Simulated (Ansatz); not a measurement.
### Question
Mg (hcp (Mg type), space group No. 194) is relaxed with plane-wave PAW r²SCAN (Ansatz code). What lattice parameters of the conventional cell result?

### Answer
a = 3.195 Å, c = 5.108 Å.

Space group P6_3/mmc (hcp (Mg type)). The r²SCAN relaxation kept the symmetry of its start; of distortions, only those at the zone centre were tested. Axis ratios of metals converge slowly with the k-mesh, so a and c are less sure than the volume.

Potentials: the earlier of the program's two PAW sets.
